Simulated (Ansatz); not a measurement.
WSe2 — electric field gradients

The cell is a structure deposited in the COD, its atoms then relaxed with PBE in this cell.

Space group P6_3/mmc (No. 194); a = 3.2900, c = 12.9700 Å, γ = 120.00°.

| site | Wyckoff | site symmetry | x | y | z |
| --- | --- | --- | --- | --- | --- |
| W | 2c | -6m2 | 0.3333 | 0.6667 | 0.2500 |
| Se | 4f | 3m. | 0.3333 | 0.6667 | 0.6203 |

One atom of each set is listed.

The numbers come from a DFT calculation in Ansatz (PBEsol, plane waves and PAW, scalar-relativistic, collinear spin, 420 eV cutoff, Γ-centred 15×15×4 k-points, Fermi–Dirac smearing 0.02 eV). Start moments as typed (μB): 2 on each W, none on the rest.

V_zz is the principal component of the electric field gradient with the largest magnitude, η = (V_xx − V_yy)/V_zz and C_Q = eQV_zz/h.

```tsv
site	atoms	first shell	V_xx, V_yy, V_zz (10²¹ V/m²)	η	C_Q (MHz)
W	2	6 Se at 2.54 Å	8.18, 8.18, -16.37	0.00	–
Se	4	3 W at 2.54 Å; also 6 Se at 3.29 Å	3.63, 3.63, -7.25	0.00	–
```

An axis of threefold or higher order runs through W and Se, so V_zz lies along it and η is zero.

W, Se have no stable isotope with a ground-state quadrupole moment in the table, so no C_Q is given.

The largest force is 0.3 eV/Å, so the atoms aren't at the calculated equilibrium and relaxing them would move these values. Without spin–orbit coupling the gradients at and beside W can be off by some per cent, at some sites by more. The start moments die out, and the run ends without spin.
